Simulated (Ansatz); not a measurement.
In the program Ansatz at the PBE level (PAW), GaN in the orthorhombic phase (Pnma; Ga on 4c, N on 4c) relaxes to a = 6.064 Å, b = 3.295 Å, c = 5.409 Å. Its formation energy from the elements is -29 kJ/mol of atoms, with no fitted shifts.

It is gapped at this level: 1.61 eV (direct). The valence maximum lies at Γ and the conduction minimum at Γ. Gap from PBE with spin–orbit coupling: 1.61 eV. Electrons at the band edge weigh 0.16, 0.20, 0.20 mₑ (principal values). The hole mass is 0.15, 1.6, 3.4 mₑ (principal values).

The start of the workflow was typed in or built on a structure type; neither database checked (COD, Materials Project) lists it. It is not the phase usual at ambient conditions (space group No. 186, 216). Symmetry was held in the PBE relaxation; its stability against distortions is not shown here. The volume moved by 31 % from the start of the relaxation. The references are the lowest solids computed at this level, not always the standard phases (solids in place of the gases). Scalar-relativistic: spin–orbit coupling is off unless named, which matters more the heavier the elements.

Potentials: the later of the program's two PAW sets.
